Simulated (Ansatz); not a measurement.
CeO₂:
```cif
data_Ce2O4
_chemical_formula_sum 'Ce2 O4'
_space_group_name_H-M_alt 'P42/mnm'
_space_group_IT_number 136
_space_group_name_Hall '-P 4n 2n'
_cell_length_a 5.07639
_cell_length_b 5.07639
_cell_length_c 3.60295
_cell_angle_alpha 90.000
_cell_angle_beta 90.000
_cell_angle_gamma 90.000
loop_
_atom_site_label
_atom_site_type_symbol
_atom_site_symmetry_multiplicity
_atom_site_Wyckoff_symbol
_atom_site_fract_x
_atom_site_fract_y
_atom_site_fract_z
_atom_site_occupancy
Ce1 Ce 2 a 0.00000 0.00000 0.00000 1
O1 O 4 f 0.31296 0.31296 0.00000 1
```

Relaxed with PBEsol.

Problem. Give the optical modes at the zone centre with their infrared activity from DFPT, PBEsol in the plane-wave PAW code Ansatz.

Solution. Transverse frequencies, without the LO–TO term; a row sums one degenerate level.

```
ω (cm⁻¹)  degeneracy  IR ((D/Å)²/amu)     activity  symmetry
--------  ----------  ---------------  -----------  --------
59                 1             0.00  IR-inactive       B1g
117                1             0.00  IR-inactive       B1u
166                2            10.49           IR        Eu
219                2            28.90           IR        Eu
290                1             0.00  IR-inactive       A2g
296                2             0.00  IR-inactive        Eg
296                1            75.25           IR       A2u
341                1             0.00  IR-inactive       B1u
351                2            86.15           IR        Eu
412                1             0.00  IR-inactive       A1g
637                1             0.00  IR-inactive       B2g
```

Problem. How high does the top mode go among those that the LO–TO term moves?

Solution. 588 cm⁻¹ for q along x, 588 cm⁻¹ for q along y, 578 cm⁻¹ for q along z.

Space group P4_2/mnm (rutile). The first step of the workflow began from a Materials Project structure, measured or hypothetical; the Crystallography Open Database copy checked does not list it. It is not the phase usual at ambient conditions (space group No. 225). The cell was relaxed with PBEsol under the symmetry of its start; its stability against distortions is not shown here. No spin polarisation was allowed. The 4f shell is in the valence. No Hubbard U is applied. Scalar-relativistic: spin–orbit coupling is off unless named, which matters more the heavier the elements.

Potentials: the later of the program's two PAW sets.
